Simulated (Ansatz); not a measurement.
## CdPtC6N6: ¹⁴N nuclear quadrupole resonance

Cell: a structure deposited in the COD, its atoms then relaxed with PBE in this cell.

Space group Fm-3m (No. 225); a = 10.9458 Å.

```csv
site,Wyckoff,site symmetry,x,y,z
Cd,4b,m-3m,0.5000,0.5000,0.5000
Pt,4a,m-3m,0.0000,0.0000,0.0000
C,24e,4m.m,0.5000,0.5000,0.1833
N,24e,4m.m,0.5000,0.5000,0.2890
```

One atom of each set is listed; the run and its k-mesh use a cell of 14 atoms with edges of 7.74, 7.74, 7.74 Å.

Method: Kohn–Sham DFT in Ansatz, r2SCAN, plane waves and PAW, scalar-relativistic, 500 eV cutoff, Γ-centred 5×5×5 k-points, Fermi–Dirac smearing 0.05 eV.

¹⁴N: I = 1, Q = 20.44 mb (year-2017 value). Static lattice, zero field.

Task: Predict the zero-field ¹⁴N lines of each site.

Result: For I = 1 the lines are ν± = (3/4)|C_Q|(1 ± η/3) and ν₀ = |C_Q|η/2.

| site | atoms | V_zz (10²¹ V/m²) | C_Q (MHz) | η | line frequencies (MHz) |
| --- | --- | --- | --- | --- | --- |
| N | 6 | -6.15 | -3.04 | 0.00 | 2.28 |

An axis of threefold or higher order runs through N, so V_zz lies along it and η is zero.

The largest force is 0.9 eV/Å, so the atoms aren't at the calculated equilibrium and relaxing them would move these values. The database entry as given showed forces above 3 eV/Å or a pressure above 30 GPa, though relaxing it moves no atom far.
